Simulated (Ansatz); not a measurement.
# Chalcopyrite alloy of ZnGeP2 and ZnSiP2 (4 of 16 Ge sites exchanged), 64 atoms

Method: Ansatz, DFT, PBEsol, PAW, plane waves.

Command:

```sh
ansatz run in.yaml --threads 7 --pin off --max-ram 26600MiB --runs-dir r --events-out ev --progress --plain
```

The input less its lattice and atoms:

```yaml
crystal:
  symmetry: { detect: false }
kpoints:
  mp_grid: { grid: [1, 1, 1], shift: [0.25, 0.25, 0.25] }
hamiltonian:
  xc: pbesol
scf:
  occupations: { method: fermi_dirac, width: 0.01 }
relax:
  f_tol: 0.03
  max_steps: 80
  escape_saddle: false
  adjacent_minimum: "off"
  cell: { fix: [alpha, beta, gamma] }
output:
  forces: true
  eigenvalues: true
  populations: true
```

Start:

```
Zn Ge Si P
1.0
    10.81236   -0.00008   -0.00003
    -0.00008   10.81236   -0.00003
    -0.00003   -0.00003   10.64269
Zn Ge Si P
16 12 4 32
Direct
  0.00229 0.99773 0.99791
  0.00115 0.49894 0.00493
  0.50089 0.99537 0.99946
  0.49980 0.49694 0.00102
  0.99962 0.24959 0.24916
  0.00265 0.75157 0.25258
  0.50081 0.25191 0.24924
  0.49991 0.74692 0.24810
  0.25250 0.99950 0.75023
  0.25051 0.49886 0.74861
  0.74860 0.00316 0.75001
  0.75255 0.50237 0.75163
  0.25097 0.24979 0.49781
  0.25011 0.74825 0.50166
  0.74844 0.24957 0.50014
  0.75191 0.74887 0.49682
  0.99961 0.00036 0.49787
  0.99785 0.50093 0.50144
  0.49974 0.00070 0.50076
  0.50146 0.50124 0.49970
  0.24891 0.49885 0.25240
  0.24917 0.25155 0.99822
  0.24988 0.75299 0.99723
  0.74668 0.75068 0.00176
  0.99891 0.25173 0.75143
  0.00120 0.75052 0.75141
  0.49767 0.25237 0.74788
  0.50125 0.74788 0.75136
  0.25175 0.00225 0.24531
  0.75210 0.00071 0.24847
  0.74865 0.50268 0.25030
  0.75032 0.25197 0.99821
  0.13073 0.12455 0.12247
  0.12870 0.62715 0.12236
  0.62648 0.12367 0.12559
  0.62608 0.62784 0.12644
  0.12312 0.12476 0.62580
  0.12667 0.62392 0.62640
  0.62335 0.12420 0.62671
  0.62483 0.62391 0.62200
  0.37413 0.37432 0.12393
  0.37125 0.87755 0.12370
  0.87500 0.37384 0.12430
  0.87508 0.87523 0.12311
  0.37695 0.12287 0.37300
  0.37678 0.62453 0.37559
  0.87292 0.12408 0.37437
  0.87221 0.62383 0.37638
  0.12337 0.37811 0.37586
  0.12490 0.87911 0.37865
  0.62703 0.37724 0.37375
  0.62402 0.87468 0.37676
  0.12548 0.37139 0.87770
  0.12933 0.87471 0.87501
  0.62818 0.37095 0.87269
  0.62538 0.87563 0.87393
  0.37487 0.37525 0.62482
  0.37747 0.87550 0.62499
  0.87667 0.37382 0.62386
  0.87842 0.87600 0.62667
  0.37468 0.13051 0.87599
  0.37712 0.62817 0.87620
  0.87342 0.12536 0.87700
  0.87217 0.63005 0.87257
```

Steps:

```
 step  energy less the first (eV)  largest force component (eV/Å)  pressure (GPa)
start                       0.000                           1.170            0.09
    1                      -0.633                           0.356            0.01
    2                      -0.727                           0.047           -0.04
    3                      -0.728                           0.004            0.00
```

A structure on the way, about -0.63 eV from the start:

```
Zn Ge Si P
1.0
    10.79939   -0.00008   -0.00003
    -0.00008   10.81630   -0.00003
    -0.00003   -0.00003   10.64898
Zn Ge Si P
16 12 4 32
Direct
  0.99949 0.00009 0.00106
  0.99852 0.49790 0.00503
  0.50123 0.99716 0.00270
  0.50007 0.49821 0.00221
  0.99664 0.24958 0.24839
  0.00089 0.75191 0.25155
  0.50171 0.24971 0.24896
  0.50244 0.74761 0.24898
  0.25108 0.99902 0.75033
  0.25033 0.49921 0.74816
  0.74911 0.00274 0.75051
  0.75213 0.50052 0.75265
  0.25067 0.24951 0.49775
  0.24873 0.74991 0.49998
  0.74892 0.25020 0.49794
  0.75086 0.74914 0.49556
  0.00086 0.00072 0.49729
  0.99947 0.49990 0.49898
  0.50136 0.99968 0.49734
  0.50226 0.50210 0.49938
  0.25027 0.50084 0.25005
  0.25006 0.24918 0.99972
  0.25033 0.75223 0.00063
  0.75072 0.75150 0.00230
  0.00030 0.25063 0.75069
  0.99968 0.75211 0.75037
  0.50085 0.25148 0.75039
  0.50087 0.75069 0.75046
  0.25165 0.00176 0.24817
  0.75088 0.00261 0.24815
  0.75045 0.50077 0.25023
  0.75033 0.24994 0.00038
  0.12906 0.12316 0.12749
  0.12535 0.62602 0.12399
  0.63054 0.12506 0.12470
  0.62964 0.62404 0.12738
  0.12400 0.12466 0.62492
  0.12397 0.62481 0.62548
  0.62374 0.12480 0.62431
  0.62563 0.62499 0.62496
  0.37417 0.37374 0.12529
  0.37208 0.87730 0.12876
  0.86827 0.37436 0.12492
  0.87249 0.87831 0.12809
  0.37454 0.12200 0.37157
  0.37581 0.62535 0.37485
  0.87184 0.12185 0.37236
  0.87254 0.62200 0.37264
  0.12421 0.37599 0.37238
  0.12733 0.88003 0.37239
  0.62709 0.37866 0.37116
  0.62859 0.87821 0.37084
  0.12511 0.37352 0.87728
  0.12575 0.87521 0.87671
  0.62904 0.37139 0.87829
  0.62548 0.87522 0.87614
  0.37690 0.37473 0.62383
  0.37641 0.87590 0.62346
  0.87619 0.37410 0.62387
  0.87591 0.87630 0.62354
  0.37626 0.12675 0.87551
  0.37612 0.62714 0.87570
  0.87274 0.12829 0.87773
  0.87469 0.62703 0.87489
```

End:

```xyz
64
Lattice="10.8123 -0.0001 0.0000 -0.0001 10.8142 0.0000 0.0000 0.0000 10.6398" Properties=species:S:1:pos:R:3 pbc="T T T"
Zn   10.7998    0.0182    0.0317
Zn   10.7946    5.3989    0.0157
Zn    5.4073    0.0187    0.0367
Zn    5.4240    5.4145    0.0117
Zn   10.7946    2.6978    2.6419
Zn   10.8106    8.1145    2.6677
Zn    5.4219    2.6866    2.6496
Zn    5.4215    8.1147    2.6660
Zn    2.7050   10.8090    7.9755
Zn    2.7099    5.4035    7.9784
Zn    8.1199    0.0032    7.9968
Zn    8.1136    5.3920    8.0010
Zn    2.7035    2.6975    5.3103
Zn    2.6970    8.1221    5.3099
Zn    8.1052    2.7045    5.2883
Zn    8.1118    8.1093    5.2847
Ge    0.0042    0.0125    5.2980
Ge   10.8077    5.4087    5.3050
Ge    5.4188    0.0121    5.2959
Ge    5.4308    5.4196    5.3121
Ge    2.7110    5.4147    2.6593
Ge    2.7215    2.7018    0.0077
Ge    2.7130    8.1303    0.0092
Ge    8.1253    8.1210    0.0217
Ge   10.8098    2.7189    7.9909
Ge    0.0073    8.1255    7.9770
Ge    5.4297    2.7105    7.9877
Ge    5.4227    8.1257    7.9804
Si    2.7064    0.0046    2.6583
Si    8.1173    0.0141    2.6452
Si    8.1072    5.3973    2.6406
Si    8.1184    2.7050    0.0169
P     1.4038    1.3286    1.3628
P     1.3578    6.7601    1.3232
P     6.8478    1.3557    1.3291
P     6.8060    6.7361    1.3618
P     1.3323    1.3544    6.6526
P     1.3385    6.7600    6.6408
P     6.7582    1.3532    6.6423
P     6.7682    6.7620    6.6550
P     4.0574    4.0575    1.3322
P     4.0200    9.4966    1.3788
P     9.3807    4.0507    1.3263
P     9.4256    9.4973    1.3780
P     4.0243    1.3098    3.9443
P     4.0594    6.7560    3.9931
P     9.4249    1.3086    3.9412
P     9.4244    6.6995    3.9334
P     1.3439    4.0564    3.9729
P     1.3810    9.5092    3.9495
P     6.7835    4.0980    3.9404
P     6.7959    9.5188    3.9386
P     1.3537    4.0484    9.3258
P     1.3424    9.4689    9.3229
P     6.7942    4.0077    9.3648
P     6.7563    9.4602    9.3360
P     4.0806    4.0491    6.6358
P     4.0751    9.4639    6.6317
P     9.4615    4.0481    6.6352
P     9.4688    9.4624    6.6290
P     4.0624    1.3560    9.3030
P     4.0630    6.7755    9.3084
P     9.4365    1.4047    9.3528
P     9.4640    6.7776    9.3100
```

Self-consistency was reached.

Time: 3.8 min of wall time on 7 threads of a Neoverse-V2 processor, on a host shared with other runs; peak host memory 2.6 GiB.

(1) How much energy did the relaxation gain, and which atom moved most?

Answers

(1) 0.73 eV in 3 steps, from a start with small random displacements; atom 52 (P) moved 0.10 Å, the median atom 0.04 Å (drift of the whole cell removed).
